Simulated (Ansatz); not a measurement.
HfO2 (tetragonal-ZrO2 type, space group P4_2/nmc)

```
HfO2
1.0
    3.56707     0.00000     0.00000
    0.00000     3.56707     0.00000
    0.00000     0.00000     5.16595
Hf O
2 4
Direct
  0.00000   0.00000   0.00000
  0.50000   0.50000   0.50000
  0.00000   0.50000   0.20010
  0.00000   0.50000   0.70010
  0.50000   0.00000   0.29990
  0.50000   0.00000   0.79990
```

The slice is a (001) plane (indices of the conventional cell) through the point (0.000, 0.000, 0.000) (fractional), spanned by u = [100] and v = [010] in vectors of this cell: u (3.57 Å) and v (3.57 Å, at 90° to u). It covers one period; positions are fractions (u, v).

All values below come from PBEsol (plane waves to 420 eV, PAW, scalar-relativistic; Ansatz, a first-principles code). k mesh 9×9×7. Inside the PAW spheres the values are not all-electron values, and peaks at nuclei hang on which shells count as valence. HfO2 is run without spin polarisation. HfO2 was relaxed with its symmetry unable to fall. Spin-orbit coupling is left out, though Hf is heavy. This is a high-temperature form of HfO2.

Three fields on this plane, each scaled to ten steps between its own extremes (0 low, 9 high; the total valence density on a logarithmic scale, the potential cut 8 eV below its top; x marks points blanked near nuclei; v = 0 in the bottom row):

Map A
```
|xxxxx00157775100xxxx|
|xxxxx00257875200xxxx|
|xxxxx00368886300xxxx|
|xxxx0015788875100xxx|
|x0000036889886300000|
|00001367899987631000|
|11235678999998765321|
|55567889999999887655|
|67788899999999988877|
|77888999999999998887|
|67788899999999988877|
|55567889999999887655|
|11235678999998765321|
|00001367899987631000|
|x0000036889886300000|
|xxxx0015788875100xxx|
|xxxxx00368886300xxxx|
|xxxxx00257875200xxxx|
|xxxxx00157775100xxxx|
|xxxxxx015676510xxxxx|
```

Map B
```
|xxxxx97666666679xxxx|
|xxxxx96555555569xxxx|
|xxxxx75555555557xxxx|
|xxxx8544444444458xxx|
|x9975433333333345799|
|77654322222222234567|
|66554321111111234556|
|66554321100011234556|
|66554321000001234556|
|66554321000001234556|
|66554321000001234556|
|66554321100011234556|
|66554321111111234556|
|77654322222222234567|
|x9975433333333345799|
|xxxx8544444444458xxx|
|xxxxx75555555557xxxx|
|xxxxx96555555569xxxx|
|xxxxx97666666679xxxx|
|xxxxxx766666667xxxxx|
```

Map C
```
|xxxxx93368986339xxxx|
|xxxxx72357875327xxxx|
|xxxxx41246764214xxxx|
|xxxx5111345431115xxx|
|x9741001233321001479|
|33211000111110001123|
|33321100000000011233|
|66543210000000123456|
|98764310000000134678|
|99875310000000135789|
|98764310000000134678|
|66543210000000123456|
|33321100000000011233|
|33211000111110001123|
|x9741001233321001479|
|xxxx5111345431115xxx|
|xxxxx41246764214xxxx|
|xxxxx72357875327xxxx|
|xxxxx93368986339xxxx|
|xxxxxx336999633xxxxx|
```

Task: Assign the maps to these fields: electron localisation function (ELF); valence electron density; electrostatic potential energy of an electron, from the cell's mean.

Result: A is the electrostatic potential energy of an electron, from the cell's mean; B is the valence electron density; C is the electron localisation function (ELF).
